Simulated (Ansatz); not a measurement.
MnO₂:
```xyz
9
Lattice="6.7394 1.4279 0.0000 -6.7394 1.4279 0.0000 -0.2759 0.0000 4.5174" Properties=species:S:1:pos:R:3 pbc="T T T"
Mn     0.0000     0.0000     0.0000
Mn     1.9958     1.4279     2.3904
Mn    -2.2717     1.4279     2.1270
O     -0.9572     1.4279     0.7598
O      0.6813     1.4279     3.7576
O      5.2787     1.4279     3.0314
O     -5.5546     1.4279     1.4860
O      3.5367     1.4279     1.2869
O     -3.8126     1.4279     3.2304
```
The run is spin-polarised; directions of the spins, atom by atom: ↑ ↑ ↑ 0 0 0 0 0 0.

Relaxed with r²SCAN.

### Question
Map the electron localisation function on the plane through (0.000, 0.000, 0.000) spanned by u = [0, 0, 1] and v = [1, -1, 0] in lattice vectors, from plane-wave PAW r²SCAN (Ansatz code).

### Answer
x is the fraction of u, y of v (the angle between them is 93°; rows are the nearest grid lines); atoms in the plane: Mn at (0.00, 0.00), Mn at (0.53, 0.66), Mn at (0.47, 0.34), O at (0.17, 0.43), O at (0.83, 0.57), O at (0.67, 0.91), O at (0.33, 0.09), O at (0.28, 0.77), O at (0.72, 0.23).
```
|@@%*-. ..      .. .-*%@@|
|+=:.      .=#@@@@@%-.:=+|
|.         -#@@%**%@%=...|
|          .=#%%%%@@%*:  |
|  :=*#%%#*-. .:---:.    |
|.+%@@%=-+%%*-.         .|
|.+%@@%*+#%%+:          .|
|  :=***+:.:=**+-.       |
|.      .-*%@@@%*-..:==-.|
|%+.      .:--:.:#@%%@@@%|
|%*:          .-%@%+-=%@%|
|-.  ..       .=#%@@%%%*-|
|-*%%%@@%#=.       ..  .-|
|%@%=-+%@%-.          :*%|
|%@@@%%@#:.:--:.      .+%|
|.-==:..-*%@@@%*-.      .|
|       .-+**=:.:+***=:  |
|.          :+%%#+*%@@%+.|
|.         .-*%%+-=%@@%+.|
|    .:---:. .-*#%%#*=:  |
|  :*%@@%%%%#=.          |
|...=%@%**%@@#-         .|
|+=:.-%@@@@@#=.      .:=+|
|@@%*-. ..      .. .-*%@@|
```
Scale: ten equal steps from 0.007 (start of ' ') to 0.904 (end of '@'), in the order ' .:-=+*#%@'; x runs from 0.000 to 1.00, y from 0.000 (bottom) to 1.00 (top).

The density is the valence pseudo-density with augmentation charge, so density and ELF within about 1 Å of a nucleus are not all-electron values.

Space group C2/m. The workflow started from an entry of the Crystallography Open Database (COD), which files this formula under 4 space groups. It is not the phase usual at ambient conditions (space group No. 136). The r²SCAN relaxation kept the symmetry of its start; its stability against distortions is not shown here. The final state is ferromagnetic, the only order run, not a proven ground state. The program gave a warning on the electronic state, which may not be the lowest. No Hubbard U is applied.

Potentials: the later of the program's two PAW sets.
